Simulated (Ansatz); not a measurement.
A relaxed 1×1 slab of 5 planes, cut along (100) from a fcc crystal of one element, has a cell area of 6.59 Å² and a bulk spacing of 1.815 Å between its first planes. All-electron LAPW in Ansatz 0.2.0 (PBE, scalar-relativistic, no spin polarisation) gives γ = 1.49 J/m², Φ = 4.47 eV and a change of the outer spacing of -3.4 %. The fcc structure needn't be the element's own.

Q: Which element is it?

A: Cu. Other candidates weren't computed, and some may come near.
